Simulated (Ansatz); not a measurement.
Consider the following.

Sr3Sn2O7:
Space group I4/mmm (No. 139); a = 4.1160 Å, b = 4.1160 Å, c = 20.8069 Å, α = 90.00°, β = 90.00°, γ = 90.00°

```csv
atom,site,symmetry,x,y,z
Sr,2b,4/mmm,0.0000,0.0000,0.5000
Sr,4e,4mm,0.0000,0.0000,0.3143
Sn,4e,4mm,0.0000,0.0000,0.0994
O,2a,4/mmm,0.0000,0.0000,0.0000
O,8g,2mm.,0.0000,0.5000,0.0974
O,4e,4mm,0.0000,0.0000,0.1986
```
(The calculation used a cell of 12 atoms; values per cell refer to that cell.)

This is the PBE-relaxed structure.

### Question
All from the program Ansatz at the PBE level (PAW), unless another level is named. Give the hole effective mass.

### Answer
0.76, 1.3, 5.6 mₑ (principal values).

### Question
Next, the electron effective mass?

### Answer
0.29, 0.29, 0.40 mₑ (principal values).

### Question
Next, the valence-band maximum?

### Answer
at X.

The cell is a constructed one: a structure type filled with these elements; neither database checked (COD, Materials Project) lists it. COD files the formula under space group No. 63. Its standing as an ambient phase is unchecked. Symmetry was held in the PBE relaxation; whether a distortion lowers the energy is not shown. Scalar-relativistic: spin–orbit coupling is off unless named, which matters more the heavier the elements.

Potentials: the earlier of the program's two PAW sets.

Edges and masses are those of Kohn–Sham bands, whose gap is no quasiparticle gap.
